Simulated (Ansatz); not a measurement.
# Stress against strain in Ti

```yaml
crystal:
  lattice:
    - [0.00000, 2.03000, 2.03000]
    - [2.03000, 0.00000, 2.03000]
    - [2.03000, 2.03000, 0.00000]
  atoms:
    - { symbol: Ti, position: [0.00000, 0.00000, 0.00000] }
```

The cell comes from COD entry 1534878, which wasn't checked; take it as a given geometry.

These are results of DFT, LDA, all-electron LAPW, scalar-relativistic (Ansatz 0.2.0), not measurements.

Settings: a Γ-centred 15×15×15 k mesh, Fermi–Dirac smearing of 0.05 eV, basis error target 0.25 meV/atom, no spin polarisation.

The strain is applied along the Cartesian axes of the cell as listed (the other components stay zero). Fractional coordinates are held (clamped ions).

σ is the change of stress from the unstrained cell, which is at -4.82 GPa; tension is positive, so slopes are stress–strain coefficients at that pressure. In a metal the k mesh adds noise.

Only quantities that a quadratic follows smoothly over the whole series are listed; rougher ones are left out.

| εxx = εyy | σzz (GPa) | σxx (GPa) |
| --- | --- | --- |
| -0.0300 | -6.56 | -7.40 |
| -0.0100 | -1.96 | -2.31 |
| 0.0000 | 0.00 | 0.00 |
| 0.0100 | 1.77 | 2.15 |
| 0.0200 | 3.37 | 4.15 |
| 0.0300 | 4.85 | 5.98 |

Problem. Fit the series and read off the stiffness at zero strain.

Solution. Least-squares fits y = p0 + p1 x + p2 x² to the rows give σzz (GPa): p1 = 189, p2 = -950; σxx (GPa): p1 = 223, p2 = -790. So 2 C12 = 189 GPa and C11 + C12 = 223 GPa.

Problem. One run, at εxx = εyy = -0.0200, is withheld. Predict its row.

Solution. The fits give -4.18, -4.78; the run gave -4.14, -4.77.
